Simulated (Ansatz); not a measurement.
AlP (zinc blende, space group No. 216), LDA in the plane-wave PAW code Ansatz. The conduction-band minimum lies at X, with 3 equivalent valleys. Second derivatives d²E/dk² of the lowest band at one valley (eV·Å²), along Cartesian directions:

| direction | d²E/dk² |
|---|---|
| [100] | 9.865 |
| [010] | 31.58 |
| [001] | 31.58 |
| [110] | 20.72 |
| [101] | 20.72 |
| [011] | 31.49 |

Find the principal effective masses, the density-of-states mass and the conductivity mass.

Off-diagonal terms follow from H_xy = H[110] − (H_xx + H_yy)/2, and m*/mₑ = 7.620 eV·Å² over each eigenvalue: 0.24, 0.24, 0.77. One valley's DOS mass (m₁m₂m₃)^(1/3) = 0.36, conductivity mass 3/(Σ 1/mᵢ) = 0.31 mₑ.

What effective density of states Nc follows at 300 K for parabolic valleys?

Nc = 2.509e19 × 3 × (0.36)^(3/2) ≈ 1.6e19 cm⁻³.

With the computed static dielectric constant 10.5 (mean of the diagonal), estimate a hydrogenic donor's binding energy and radius.

E = 13.606 eV × 0.31/10.5² ≈ 38 meV; a = 0.529 Å × ε/m* ≈ 18 Å. Semilocal masses tend to be too small where the gap is.

With ε∞ = 8.33 and ω_LO = 494 cm⁻¹, what Fröhlich coupling constant follows?

α = (1/ε∞ − 1/ε0) √(m* × 13.606 eV/ħω_LO) = 0.21.

Space group F-43m (zinc blende). Symmetry was held in the LDA relaxation; phonons on a q-mesh show no instability.

Potentials: the earlier of the program's two PAW sets.
